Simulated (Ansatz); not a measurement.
**YGe2, first-principles data**

YGe₂:
```cif
data_Ge8Y4
_chemical_formula_sum 'Y4 Ge8'
_space_group_name_H-M_alt 'Fm-3m'
_space_group_IT_number 225
_space_group_name_Hall '-F 4 2 3'
_cell_length_a 6.76097
_cell_length_b 6.76097
_cell_length_c 6.76097
_cell_angle_alpha 90.000
_cell_angle_beta 90.000
_cell_angle_gamma 90.000
loop_
_atom_site_label
_atom_site_type_symbol
_atom_site_symmetry_multiplicity
_atom_site_Wyckoff_symbol
_atom_site_fract_x
_atom_site_fract_y
_atom_site_fract_z
_atom_site_occupancy
Y1 Y 4 a 0.00000 0.00000 0.00000 1
Ge1 Ge 8 c 0.25000 0.25000 0.25000 1
```
(The calculation used a cell of 3 atoms; values per cell refer to that cell.)

Space group Fm-3m (No. 225), fluorite; conventional cell a = 6.761 Å, b = 6.761 Å, c = 6.761 Å, α = 90.00°, β = 90.00°, γ = 90.00°.

Method: PBE in the plane-wave PAW code Ansatz. The cell and atoms are relaxed at this level. Other levels are named where they apply.

### Cell and energy

```yaml
volume_per_atom: 25.75 Å³
density: 5.03 g/cm³
Formation energy from the elements (no fitted shifts): -0.12 eV/atom
```

### Electronic structure

```yaml
electronic_character: metallic (no gap)
Density of states at the Fermi level: 0.69 states/eV per atom (mean over ±0.08 eV)
```

### Mechanics

```yaml
Bulk modulus (Birch–Murnaghan fit): 52.2 GPa
Pressure derivative B′: 3.9
```

The cell is a constructed one: a structure type filled with these elements; neither database checked (COD, Materials Project) lists it. Its standing as an ambient phase is unchecked. The PBE relaxation kept the symmetry of its start; its stability against distortions is not shown here. No spin polarisation was allowed. The references are the lowest solids computed at this level, not always the standard phases. Spin–orbit coupling is left out wherever it is not named.

Potentials: the later of the program's two PAW sets.
